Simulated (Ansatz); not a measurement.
Ansatz (a program for electronic structure) input:

Ansatz 0.2 input:
```yaml
crystal:
  lattice:
    - [-2.0265397003, 2.0265397003, 2.0265397003]
    - [2.0265397003, -2.0265397003, 2.0265397003]
    - [2.0265397003, 2.0265397003, -2.0265397003]
  atoms:
    - { symbol: Na, position: [0.0, 0.0, 0.0] }
kpoints:
  mp_grid: { grid: [30, 30, 30] }
hamiltonian:
  xc: lda
  pseudopotentials: { kind: paw }
scf:
  occupations: { method: fermi_dirac, width: 0.1 }
elastic: { mode: relaxed_ion, stencil: two_point, amplitude: 0.005, f_tol: 0.0005 }
```

Output (shortened):

```
Pseudopotential: Na, paw, valence charge 9
Functional definition: SPW92
Crystal: 1 atoms, lattice volume = 33.291 Å³
Basis set: ecut = 420 eV, 627 PW (Γ)
Bands: 9, of which v1, the nominal top of the filled ones, is band 5 counted from 1 (4 counted from 0)
Symmetry: 48 space group operations
Space group: Im-3m (ITA 229), of the structure as read, at distance tolerance 3.2e-5 Å
k-points: 752 of 27000
SCF iter   1: F=—  HF=-1466.618743 eV  |F-HF|=—  |Δ(HF+E_count)|=         —  Δρ=5.62e-3  dr2=4.29e-3  ethr=1.77e-3  ⟨swp⟩=5.0  Hψ=43776  notcnv=0
preconditioner: auto → Kerker (q_TF=auto, 2.194 Å⁻¹)
SCF iter   2: F=—  HF=-1466.615207 eV  |F-HF|=—  |Δ(HF+E_count)|=   3.54e-3  Δρ=1.53e-3  dr2=3.72e-4  ethr=4.77e-5  ⟨swp⟩=2.4  Hψ=16105  notcnv=0
SCF iter   3: F=—  HF=-1466.615080 eV  |F-HF|=—  |Δ(HF+E_count)|=   1.27e-4  Δρ=2.40e-4  dr2=1.31e-5  ethr=4.13e-6  ⟨swp⟩=2.2  Hψ=10075  notcnv=0  defer=3
SCF iter   4: F=—  HF=-1466.615096 eV  |F-HF|=—  |Δ(HF+E_count)|=   1.55e-5  Δρ=5.15e-5  dr2=5.24e-7  ethr=1.45e-7  ⟨swp⟩=1.8  Hψ=8962  notcnv=0  defer=3
SCF iter   5: F=—  HF=-1466.615096 eV  |F-HF|=—  |Δ(HF+E_count)|=   2.58e-7  Δρ=1.67e-5  dr2=6.73e-8  ethr=5.82e-9  ⟨swp⟩=2.0  Hψ=10218  notcnv=0  defer=3
SCF iter   6: F=—  HF=-1466.615096 eV  |F-HF|=—  |Δ(HF+E_count)|=   9.71e-9  Δρ=2.20e-6  dr2=2.72e-9  ethr=7.48e-10  ⟨swp⟩=2.0  Hψ=9431  notcnv=0  defer=3
SCF iter   7: F=—  HF=-1466.615096 eV  |F-HF|=—  |Δ(HF+E_count)|=  1.26e-10  Δρ=3.62e-7  dr2=6.92e-11  ethr=3.03e-11  ⟨swp⟩=1.5  Hψ=7166  notcnv=0  defer=3
SCF iter   8: F=—  HF=-1466.615096 eV  |F-HF|=—  |Δ(HF+E_count)|=  5.00e-12  Δρ=5.89e-8  dr2=1.03e-12  ethr=7.69e-13 (applied; sched 1.00e-12)  ⟨swp⟩=2.0  Hψ=9384  notcnv=0  defer=3
SCF iter   9: F=-1466.615096 eV  HF=-1466.615096 eV  |F-HF|=0.00e0  |Δ(HF+E_count)|=  1.36e-12  Δρ=4.96e-9  dr2=4.70e-15  ethr=1.00e-12  ⟨swp⟩=3.8  Hψ=18266  notcnv=0
SCF 1 converged in 9 iterations: F = -1466.615096 eV  dr2 = 4.70e-15
Crystal: 1 atoms, lattice volume = 33.124 Å³
Symmetry: 16 space group operations
k-points: 1992 of 27000
iter 1 solved again at ethr=4.32e-8 eV; its pass at ethr=3.10e-3 eV (dr2=3.88e-6 eV) is discarded
SCF iter   1: F=—  HF=-1466.615054 eV  |F-HF|=—  |Δ(HF+E_count)|=         —  Δρ=4.64e-5  dr2=8.64e-7  ethr=4.32e-8  ⟨swp⟩=3.1  Hψ=173989  notcnv=0  defer=38
preconditioner: auto → none
SCF iter   2: F=—  HF=-1466.615054 eV  |F-HF|=—  |Δ(HF+E_count)|=   4.15e-7  Δρ=1.74e-5  dr2=1.16e-7  ethr=9.60e-9  ⟨swp⟩=2.2  Hψ=25674  notcnv=0  defer=38
SCF iter   3: F=—  HF=-1466.615054 eV  |F-HF|=—  |Δ(HF+E_count)|=   3.41e-8  Δρ=3.77e-6  dr2=6.32e-9  ethr=1.29e-9  ⟨swp⟩=1.0  Hψ=17889  notcnv=0  defer=38
SCF iter   4: F=—  HF=-1466.615054 eV  |F-HF|=—  |Δ(HF+E_count)|=   1.06e-9  Δρ=2.16e-7  dr2=1.58e-11  ethr=7.03e-11  ⟨swp⟩=1.6  Hψ=19774  notcnv=0  defer=38
SCF iter   5: F=-1466.615054 eV  HF=-1466.615054 eV  |F-HF|=2.27e-13  |Δ(HF+E_count)|=  3.48e-11  Δρ=1.19e-8  dr2=2.11e-14  ethr=1.00e-12  ⟨swp⟩=3.0  Hψ=71128  notcnv=0
SCF 2 converged in 5 iterations: F = -1466.615054 eV  dr2 = 2.11e-14
Crystal: 1 atoms, lattice volume = 33.457 Å³
Basis set: ecut = 420 eV, 643 PW (Γ)
iter 1 solved again at ethr=2.28e-9 eV; its pass at ethr=3.10e-3 eV (dr2=2.06e-7 eV) is discarded
SCF iter   1: F=—  HF=-1466.615065 eV  |F-HF|=—  |Δ(HF+E_count)|=         —  Δρ=1.72e-4  dr2=2.06e-7  ethr=2.28e-9  ⟨swp⟩=1.1  Hψ=156739  notcnv=0  defer=23
preconditioner: auto → none
SCF iter   2: F=—  HF=-1466.615080 eV  |F-HF|=—  |Δ(HF+E_count)|=   1.51e-5  Δρ=8.60e-5  dr2=5.14e-8  ethr=2.28e-9  ⟨swp⟩=1.0  Hψ=17889  notcnv=0  defer=23
SCF iter   3: F=—  HF=-1466.615085 eV  |F-HF|=—  |Δ(HF+E_count)|=   5.02e-6  Δρ=1.67e-7  dr2=3.53e-12  ethr=5.71e-10  ⟨swp⟩=1.0  Hψ=17889  notcnv=0  defer=23
SCF iter   4: F=—  HF=-1466.615085 eV  |F-HF|=—  |Δ(HF+E_count)|=  3.64e-12  Δρ=2.71e-8  dr2=1.21e-13  ethr=1.00e-12  ⟨swp⟩=5.0  Hψ=62444  notcnv=0
SCF iter   5: F=-1466.615085 eV  HF=-1466.615085 eV  |F-HF|=4.55e-13  |Δ(HF+E_count)|=  5.46e-12  Δρ=1.03e-8  dr2=1.76e-14  ethr=1.00e-12  ⟨swp⟩=3.5  Hψ=45054  notcnv=0
SCF 3 converged in 5 iterations: F = -1466.615085 eV  dr2 = 1.76e-14
Crystal: 1 atoms, lattice volume = 33.291 Å³
Basis set: ecut = 420 eV, 635 PW (Γ)
Symmetry: 8 space group operations
k-points: 3736 of 27000
iter 1 solved again at ethr=2.30e-8 eV; its pass at ethr=3.10e-3 eV (dr2=2.07e-6 eV) is discarded
SCF iter   1: F=—  HF=-1466.615073 eV  |F-HF|=—  |Δ(HF+E_count)|=         —  Δρ=8.81e-5  dr2=1.54e-7  ethr=2.30e-8  ⟨swp⟩=3.0  Hψ=325099  notcnv=0  defer=64
preconditioner: auto → Kerker (q_TF=auto, 2.194 Å⁻¹)
SCF iter   2: F=—  HF=-1466.615076 eV  |F-HF|=—  |Δ(HF+E_count)|=   3.90e-6  Δρ=4.51e-5  dr2=7.08e-8  ethr=1.72e-9  ⟨swp⟩=1.0  Hψ=33559  notcnv=0  defer=64
SCF iter   3: F=—  HF=-1466.615078 eV  |F-HF|=—  |Δ(HF+E_count)|=   1.34e-6  Δρ=7.50e-6  dr2=5.59e-9  ethr=7.86e-10  ⟨swp⟩=1.0  Hψ=33559  notcnv=0  defer=64
SCF iter   4: F=—  HF=-1466.615078 eV  |F-HF|=—  |Δ(HF+E_count)|=   3.48e-8  Δρ=4.58e-7  dr2=2.50e-11  ethr=6.21e-11  ⟨swp⟩=1.0  Hψ=33607  notcnv=0  defer=64
SCF iter   5: F=—  HF=-1466.615078 eV  |F-HF|=—  |Δ(HF+E_count)|=  2.09e-11  Δρ=1.02e-7  dr2=9.76e-13  ethr=2.78e-13 (applied; sched 1.00e-12)  ⟨swp⟩=2.0  Hψ=50344  notcnv=0  defer=64
SCF iter   6: F=—  HF=-1466.615078 eV  |F-HF|=—  |Δ(HF+E_count)|=  4.55e-13  Δρ=3.45e-8  dr2=1.02e-13  ethr=1.00e-12  ⟨swp⟩=4.0  Hψ=98546  notcnv=0
SCF iter   7: F=-1466.615078 eV  HF=-1466.615078 eV  |F-HF|=4.55e-13  |Δ(HF+E_count)|=    0.00e0  Δρ=3.33e-9  dr2=2.03e-15  ethr=1.00e-12  ⟨swp⟩=3.4  Hψ=84332  notcnv=0
SCF 4 converged in 7 iterations: F = -1466.615078 eV  dr2 = 2.03e-15
Crystal: 1 atoms, lattice volume = 33.291 Å³
iter 1 solved again at ethr=5.62e-10 eV; its pass at ethr=3.10e-3 eV (dr2=5.06e-8 eV) is discarded
SCF iter   1: F=—  HF=-1466.615073 eV  |F-HF|=—  |Δ(HF+E_count)|=         —  Δρ=8.60e-5  dr2=5.06e-8  ethr=5.62e-10  ⟨swp⟩=1.1  Hψ=294044  notcnv=0  defer=39
preconditioner: auto → Kerker (q_TF=auto, 2.194 Å⁻¹)
SCF iter   2: F=—  HF=-1466.615077 eV  |F-HF|=—  |Δ(HF+E_count)|=   3.91e-6  Δρ=4.35e-5  dr2=1.29e-8  ethr=5.62e-10  ⟨swp⟩=1.0  Hψ=33559  notcnv=0  defer=39
SCF iter   3: F=—  HF=-1466.615078 eV  |F-HF|=—  |Δ(HF+E_count)|=   1.34e-6  Δρ=5.45e-8  dr2=1.76e-12  ethr=1.44e-10  ⟨swp⟩=1.0  Hψ=33559  notcnv=0  defer=39
SCF iter   4: F=—  HF=-1466.615078 eV  |F-HF|=—  |Δ(HF+E_count)|=  4.55e-12  Δρ=3.11e-8  dr2=5.12e-13  ethr=1.00e-12  ⟨swp⟩=4.4  Hψ=101498  notcnv=0
SCF iter   5: F=-1466.615078 eV  HF=-1466.615078 eV  |F-HF|=4.55e-13  |Δ(HF+E_count)|=  3.41e-12  Δρ=1.50e-8  dr2=5.16e-14  ethr=1.00e-12  ⟨swp⟩=2.1  Hψ=110118  notcnv=0
SCF 5 converged in 5 iterations: F = -1466.615078 eV  dr2 = 5.16e-14
SCF converged after 9 iterations
Free energy (F): -1466.615096 eV
Harris-Foulkes:  -1466.615096 eV  (|F-HF|=0.00e0)
Internal energy: -1466.600432 eV  (E = F + TS)
E sigma→0 (E₀):  -1466.607764 eV
Entropy (-TS):   -0.014664 eV (-14.664 meV/atom)
Fermi energy:    2.046974 eV
--- Per-component energies (eV) ---
  E_band       = -237.258228
  E_kinetic    = 120.253794
  E_local      = -1410.761477  (includes V_loc(G=0)·N_el)
  E_nonlocal   = 116.670387
  E_hartree    = 512.870589
  E_xc         = -37.466037
  E_vxc        = -48.749620  (∫ρ·V_xc dr)
  E_paw        = -244.669998  (= ΣΔE_a)
  E_vpaw       = -40.412477  (= ΣTr[D̂ρ^β])
  E_aug_tail   = -0.000011  (compensation charges beyond the density's cutoff)
  E_ewald      = -523.638568
  E_core_change = 0.140890  (= ΣΔE_core)
  E_smearing   = -0.014664  (= −TS)
  E_closure    = 0.000000  (closes the sum)
  Σ components = -1466.615096   (vs F -1466.615096, Δ=0.00e0)
  [band-id]    e_kinetic+e_local+e_nonlocal+2·e_hartree+e_vxc+e_vpaw+e_augmentation_tail = -237.258227   (vs E_band -237.258228, Δ=7.74e-7)
--- Forces (eV/Å), atoms counted from 1 ---
  atom   1  Na     0.00000000     0.00000000     0.00000000
  max |Σ_I F_I| component: 0.0 eV/Å
--- Stress (GPa, compression-positive) ---
        0.014755       0.000000       0.000000
        0.000000       0.014755       0.000000
        0.000000       0.000000       0.014755
  P = ⅓ Tr σ = 0.0148 GPa (0.148 kbar)
--- Band table (eV; the first three rows and the last of 752) ---
  k-point 0: bands = ["-50.3620", "-22.8466", "-22.8466", "-22.8466", "-1.4699", "14.3842", "14.3842", "14.3842", "15.5585"]
  k-point 1: bands = ["-50.3620", "-22.8471", "-22.8467", "-22.8466", "-1.4489", "14.0908", "14.2244", "14.3016", "15.2169"]
  k-point 2: bands = ["-50.3619", "-22.8489", "-22.8473", "-22.8466", "-1.3856", "13.3309", "13.8666", "14.0929", "14.8897"]
  k-point 751: bands = ["-50.3556", "-22.8844", "-22.8844", "-22.8844", "6.8003", "6.8003", "7.2706", "7.2706", "7.2706"]
--- Elastic constants: 2 strain directions × 2 members + reference (group order 48) ---
  dense FFT box of the reference and of every strained cell: 24×24×24
  strains applied: 11, 23; error gains: componentwise 1.00 (the most a stress slope's error grows in a printed constant), spectral 1.73 (1 for all six strains …
  C = ∂σ_k/∂η_j (tension-positive GPa; Voigt order 11 22 33 23 13 12):
        10.202      8.608      8.608      0.000      0.000      0.000
         8.608     10.202      8.608      0.000      0.000      0.000
         8.608      8.608     10.202      0.000      0.000      0.000
         0.000      0.000      0.000      6.986      0.000      0.000
         0.000      0.000      0.000      0.000      6.986      0.000
         0.000      0.000      0.000      0.000      0.000      6.986
  reference stress σ⁰ (GPa):     -0.015     -0.015     -0.015      0.000      0.000      0.000
  C* (energy form; C + prestress term) asymmetry max|C*_kj − C*_jk| = 3.553e-15 GPa — a small one proves nothing (zero by symmetry where the batch's group is …
  moduli (Voigt/Reuss/Hill, GPa): K = 9.14/9.14/9.14   G = 4.51/1.70/3.11   E = 8.37   ν = 0.347
  mechanically stable: yes (min eigenvalue of sym C = 1.59 GPa)
  where every solve meets its electron count the energy-path curvature estimates C_jj along a normal strain and C_jj − ¼(σ⁰_aa + σ⁰_bb) along a shear (ab), of …
  strain η (Voigt 11):  stress-route row diagonal C_11 = 10.20 GPa, energy-path curvature d²(F+E_count+ΔE)/dδ²/Ω₀ = 10.20 GPa
         δ    σ_11 (GPa)             F (eV)   n_scf  n_hpsi   n_pw
    -5.000e-3      -0.0667       -1466.6150540       5  332352    682   relax 0 steps, max|allowed force component| 0.00e0 eV/Å
     5.000e-3       0.0354       -1466.6150851       5  323917    682   relax 0 steps, max|allowed force component| 0.00e0 eV/Å
  strain η (Voigt 23):  stress-route row diagonal C_44 = 6.99 GPa, energy-path curvature d²(F+E_count+ΔE)/dδ²/Ω₀ = 7.01 GPa
         δ    σ_23 (GPa)             F (eV)   n_scf  n_hpsi   n_pw
    -5.000e-3      -0.0349       -1466.6150778       7  703872    682   relax 0 steps, max|allowed force component| 0.00e0 eV/Å
     5.000e-3       0.0349       -1466.6150778       5  617606    682   relax 0 steps, max|allowed force component| 0.00e0 eV/Å
```

Cost: about 6 core-minutes (a rough figure) on shared cores.

Symmetry was held in the LDA relaxation. As this level gives no gap, shear constants depend on the k-mesh and smearing (Fermi–Dirac, 0.1 eV here).

Potentials: the later of the program's two PAW sets.

Ansatz is a plane-wave DFT program.
